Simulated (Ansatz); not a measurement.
Simulated powder pattern, neutron, λ = 1.5401 Å (kinematic, ideal powder, no thermal factors, coherent scattering alone; the 30 strongest lines at most, above 1 %, up to 2θ = 90°):

```json
[
 {"2θ (°)": "27.15", "I/Imax (%)": "85"},
 {"2θ (°)": "45.07", "I/Imax (%)": "100"},
 {"2θ (°)": "53.41", "I/Imax (%)": "75"},
 {"2θ (°)": "65.64", "I/Imax (%)": "27"},
 {"2θ (°)": "72.41", "I/Imax (%)": "48"},
 {"2θ (°)": "83.19", "I/Imax (%)": "82"},
 {"2θ (°)": "89.52", "I/Imax (%)": "52"}
]
```

The pattern belongs to a structure relaxed with DFT-HSE06 in the program Ansatz with PAW potentials.

Q: Which of these materials gives this?
(A) ZnSe, zinc blende
(B) ZnS, zinc blende
(C) InP, zinc blende
(D) GaAs, zinc blende

A: D, GaAs, zinc blende

Q: Give the lattice parameters.

A: a = 5.683 Å.

Space group F-43m (zinc blende). The cell was relaxed with HSE06 under the symmetry of its start.

Potentials: the earlier of the program's two PAW sets.
